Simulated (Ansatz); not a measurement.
BaCdSbF in space group P4/nmm (No. 129; Ba on 2c, Cd on 2a, Sb on 2c, F on 2b), r²SCAN (plane waves, PAW; program Ansatz). The conduction-band minimum lies at Γ, with 1 equivalent valley. Second derivatives d²E/dk² of the lowest band at one valley (eV·Å²), along Cartesian directions:

| direction | d²E/dk² |
|---|---|
| [100] | 56.73 |
| [010] | 56.73 |
| [001] | 3.565 |
| [110] | 56.78 |
| [101] | 30.17 |
| [011] | 30.17 |

Find the principal effective masses, the density-of-states mass and the conductivity mass.

Off-diagonal terms follow from H_xy = H[110] − (H_xx + H_yy)/2, and m*/mₑ = 7.620 eV·Å² over each eigenvalue: 0.13, 0.13, 2.1. One valley's DOS mass (m₁m₂m₃)^(1/3) = 0.34, conductivity mass 3/(Σ 1/mᵢ) = 0.20 mₑ.

What effective density of states Nc follows at 300 K for parabolic valleys?

Nc = 2.509e19 × 1 × (0.34)^(3/2) ≈ 5.0e18 cm⁻³.

The first step of the workflow began from a Materials Project structure, measured or hypothetical; the Crystallography Open Database files this formula in space group No. 129, but the cells were not matched. Whether it is the stable phase at ambient conditions was not checked. Symmetry was held in the r²SCAN relaxation; its stability against distortions is not shown here. Spin–orbit coupling is left out wherever it is not named.

Potentials: the later of the program's two PAW sets.

Edges and masses are those of Kohn–Sham bands, whose gap is no quasiparticle gap.
